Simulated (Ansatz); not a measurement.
MnZn: one input, then a changed one

The geometry is COD entry 1522571, unchecked; take it as a test cell. The listed cell was then made from it by scaling, straining or moving an atom.

First run: DFT, LDA, PAW with Ansatz's default frozen-core files, scalar-relativistic (Ansatz 0.2.0).

Command: `ansatz run input.yaml --threads 1 --pin off --max-ram 3072MiB --backend cpu --events-out ev --progress --plain --runs-dir out` The run took about 17 s on 1 thread of a shared machine.

```yaml
crystal:
  lattice:
    - [3.1103993697, 0.0, 0.0]
    - [0.0, 3.1103993697, 0.0]
    - [0.0, 0.0, 3.1103993697]
  atoms:
    - { symbol: Mn, position: [0.0, 0.0, 0.0], spin: 4.0 }
    - { symbol: Zn, position: [0.5, 0.5, 0.5] }
magnetization:
  spin_polarized: true
kpoints:
  mp_grid: { grid: [11, 11, 11] }
scf:
  occupations: { method: fermi_dirac, width: 0.05 }
hamiltonian:
  xc: lda
  pseudopotentials: { kind: paw }
output:
  forces: true
  stress: true
  efg: { contact_densities: true }
relax:
  f_tol: 0.005
  max_steps: 80
  cell: {}
```

Result: converged; relaxed volume 12.105 Å³/atom; moment 2.66 μB; 56 SCF iterations in all.

The input is then changed:

```diff
@@ -12,5 +12,5 @@
   mp_grid: { grid: [11, 11, 11] }
 scf:
-  occupations: { method: fermi_dirac, width: 0.05 }
+  occupations: { method: fermi_dirac, width: 0.15 }
 hamiltonian:
   xc: lda
```

Q: What does the second run give?

A: It converged; energy at zero smearing +1.1 meV/atom from the first run; relaxed volume 12.089 Å³/atom; moment 2.61 μB; 57 SCF iterations in all.
